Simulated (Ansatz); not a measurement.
TaAl (CsCl type, Pm-3m) at seven volumes, plane-wave PAW PBE (Ansatz code), scaled uniformly. One row is withheld.

| V (Å³/atom) | P (GPa) |
|---|---|
| 15.269 | ? |
| 15.772 | 10.65 |
| 16.275 | 4.93 |
| 16.779 | 0.00 |
| 17.282 | -4.24 |
| 17.785 | -7.84 |
| 18.289 | -10.93 |

Q: Fit the shown pressures and predict the withheld one.

A: P = (3/2)B₀(x^(7/2) − x^(5/2))[1 + (3/4)(B′ − 4)(x − 1)] with x = (V₀/V)^(2/3). Least squares on the six rows gives V₀ = 16.778 Å³/atom, B₀ = 152 GPa, B′ = 4.14. At V = 15.269, x = 1.0648 and P = 17.42 GPa. The run itself gave 17.31 GPa.

The start of the workflow was typed in or built on a structure type; neither database checked (COD, Materials Project) lists it. Its standing as an ambient phase is unchecked. The PBE relaxation kept the symmetry of its start; whether a distortion lowers the energy is not shown. The run is not spin-polarised. Spin–orbit coupling is left out wherever it is not named.

Potentials: the earlier of the program's two PAW sets.
